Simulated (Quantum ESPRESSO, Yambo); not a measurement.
CaC2 (space group C2/c, No. 15). The geometry is that of Materials Project entry mp-1575, symmetrised and not relaxed again. Chain: norm-conserving LDA (Quantum ESPRESSO, 82 Ry, scalar-relativistic); G0W0 in Yambo (4×4×2 Γ-centred k mesh, 140 bands and a 7 Ry block in the screening, 140 bands in G with the Bruneval-Gonze terminator, plasmon pole fitted at 27.2 eV); BSE (4×4×2 mesh, 8 valence and 15 conduction bands, static screening with 53 bands and a 3 Ry block, scissor 2.11 eV, Tamm-Dancoff).

| Quantity | Result |
|---|---|
| LDA gap (dense path) | 1.85 eV |
| LDA gap (0.25, -0.25, 0) → (-0.5, -0.5, 0) on the GW mesh | 1.86 eV |
| LDA smallest direct gap on the GW mesh, at (-0.5, -0.5, 0) | 2.55 eV |
| G0W0 direct gap at that point | 4.66 eV |
| G0W0 correction to the gap (0.25, -0.25, 0) → (-0.5, -0.5, 0) | 1.99 eV |
| lowest exciton | no binding energy given (see below) |

Rough cost of the Yambo steps against G0W0 for 4 states: BSE about 1/5.

Nearest settings tried, and what they do to the gap: 109 bands in W, 109 bands in G: +11 meV; 6 Ry block (153 vectors against 199): -60 meV; 4×4×1 mesh: -2 meV. So the settings aren't converged at that level. The BSE states are vertical excitations (zero momentum); the indirect quasiparticle gap, about 3.84 eV, is smaller than the direct one (4.66 eV on the GW mesh). The lowest state covers only about 1 of the 32 k points, so the mesh doesn't resolve it: its energy and its distance from the direct gap are mesh artefacts. An extended exciton needs a far denser mesh. Axes are Cartesian, with cell vectors (Å) (3.30, -2.08, 0.00), (3.30, 2.08, 0.00), (-2.20, 0.00, 7.05).

The structure is a Materials Project entry; no match was found in the copy of COD used, and its stability was not checked.
